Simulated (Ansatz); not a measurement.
PtW:
```
PtW
1.0
    2.74305     0.00000     0.00000
    0.00000     2.74305     0.00000
    0.00000     0.00000     4.14292
Pt W
1 1
Direct
  0.00000   0.00000   0.00000
  0.50000   0.50000   0.50000
```

Relaxed with PBE. Special points in fractions of this cell's reciprocal vectors: Γ (0.000, 0.000, 0.000); X (0.000, 0.500, 0.000); M (0.500, 0.500, 0.000); Z (0.000, 0.000, 0.500); R (0.000, 0.500, 0.500); A (0.500, 0.500, 0.500).

List the band energies nearest the Fermi level at these points for DFT-PBE in the program Ansatz with PAW potentials.

In eV from the Fermi level; about four levels below and three above (degenerate sets whole), none deeper than 8.9 eV; points with the same levels are listed once.

| k | below | above |
|---|---|---|
| Γ | -3.47 -3.47 -3.11 -1.59 -1.06 | 0.86 3.09 3.09 |
| X | -3.58 -3.27 -2.77 -2.49 | 0.36 1.50 2.00 |
| M | -7.03 -6.65 -6.65 -0.08 | 0.10 1.99 1.99 |
| Z | -2.81 -2.81 -1.51 -1.46 | 1.17 1.17 3.58 |
| R | -3.23 -2.53 -0.90 -0.32 | 0.26 1.72 2.98 |
| A | -3.17 -3.17 -3.12 -0.08 | 0.62 5.92 6.39 |

Space group P4/mmm (L1₀ or tetragonal B2). The start of the workflow was typed in or built on a structure type; neither database checked (COD, Materials Project) lists it. Its standing as an ambient phase is unchecked. Symmetry was held in the PBE relaxation; its stability against distortions is not shown here. No spin polarisation was allowed. Scalar-relativistic: spin–orbit coupling is off unless named, which matters more the heavier the elements.

Potentials: the later of the program's two PAW sets.
